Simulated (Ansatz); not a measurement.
Zr2C:
```xyz
6
Lattice="3.6342 0.0000 0.0000 0.0000 3.6342 0.0000 0.0000 0.0000 6.9800" Properties=species:S:1:pos:R:3 pbc="T T T"
Zr     0.0000     0.0000     0.0000
Zr     1.8171     1.8171     0.0000
Zr     1.8171     0.0000     2.5811
Zr     0.0000     1.8171     4.3990
C      1.8171     0.0000     5.0850
C      0.0000     1.8171     1.8950
```

Relaxed with r²SCAN. Special points in fractions of this cell's reciprocal vectors: Γ (0.000, 0.000, 0.000); X (0.000, 0.500, 0.000); M (0.500, 0.500, 0.000); Z (0.000, 0.000, 0.500); R (0.000, 0.500, 0.500); A (0.500, 0.500, 0.500).

### Question
List the band energies nearest the Fermi level at these points for r²SCAN with spin–orbit coupling (plane waves, PAW; program Ansatz).

### Answer
In eV from the Fermi level; about four levels below and three above (degenerate sets whole), none deeper than 8.9 eV; points with the same levels are listed once.

| k | below | above |
|---|---|---|
| Γ | -0.73 -0.73 -0.71 -0.71 | 1.03 1.03 1.08 1.08 |
| X | -0.03 -0.03 -0.03 -0.03 | 1.41 1.41 1.41 1.41 |
| M | -0.51 -0.51 -0.51 -0.51 | 0.23 0.23 0.23 0.23 |
| Z | -1.29 -1.29 -1.09 -1.09 | 0.35 0.35 0.89 0.89 |
| R | -1.10 -1.10 -1.10 -1.10 | 0.60 0.60 0.60 0.60 |
| A | -0.67 -0.67 -0.67 -0.67 | 3.71 3.71 3.71 3.71 |

Space group P4/nmm. A made-up cell: these elements were put on the sites of a structure type; neither database checked (COD, Materials Project) lists it. Whether it is the stable phase at ambient conditions was not checked. The r²SCAN relaxation kept the symmetry of its start; its stability against distortions is not shown here. No spin polarisation was allowed.

Potentials: the earlier of the program's two PAW sets.
